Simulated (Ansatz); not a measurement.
# Rb2Pd: an elastic constant from a strain scan

The calculation used Ansatz 0.2.0, DFT r2SCAN, scalar-relativistic, plane waves, PAW. The runs took a 500 eV cutoff, a Γ-centred 6×6×6 mesh and Gaussian smearing (0.05 eV). No spin polarisation. Energies are free energies at this smearing, counted from the undisturbed cell; pressure is positive in compression.

Zero of the scan (as given, not relaxed at this level; it stands at -0.5 GPa, and it needn't be the usual structure):

```
Rb Pd
1.0
     0.00000    4.12322    4.12322
     4.12322    0.00000    4.12322
     4.12322    4.12322    0.00000
Rb Pd
2 1
Direct
  0.25000 0.25000 0.25000
  0.75000 0.75000 0.75000
  0.00000 0.00000 0.00000
```

The cell is strained by ε times the Voigt pattern (0, 0, 1, 0, 0, 0) (xx, yy, zz, yz, xz, xy; engineering shear) with fractional coordinates fixed. The cell holds 3 atoms in V0 = 140.20 Å³. The stress column is τ = (1/V0) dE/dε, got from the stress tensor σ (compression positive) at each point as −det(1 + εP) σ : P(1 + εP)⁻¹, with P the pattern as a tensor.

```
      ε  ΔE (meV/atom)  τ (GPa)
-0.0600          0.861   -0.655
-0.0450         -1.317   -0.341
-0.0300         -2.145   -0.041
-0.0150         -1.695    0.247
 0.0000          0.000    0.524
 0.0150          2.874    0.792
 0.0300          6.909    1.050
 0.0450         12.047    1.300
 0.0525         15.021    1.421
 0.0600              ?        ?
```

Task: Which combination of elastic constants does this scan measure, and how large is it?

Result: For small ε, τ = τ0 + Kε with K = pᵀCp, which for this pattern is C11 in the cubic axes. The parabola through τ at ε = -0.0150, 0 and 0.0150 has slope K = 18.2 GPa at zero. The energies per cell, E = NΔE, of the same two points give K = 2[E(ε₊)/ε₊ − E(ε₋)/ε₋]/[(ε₊ − ε₋)V0] = 18.0 GPa, in agreement.

Task: Predict the withheld row at ε = 0.0600 from the harmonic law, and compare.

Result: ΔE = V0(τ0 ε + Kε²/2)/N = 18.708 meV/atom and τ = 1.61 GPa. The calculation gives 18.264 meV/atom and 1.54 GPa, a miss of 2.4 % of the harmonic energy, so the harmonic law still holds on this side, though at ε = -0.0600 the energy lies 136 % above it.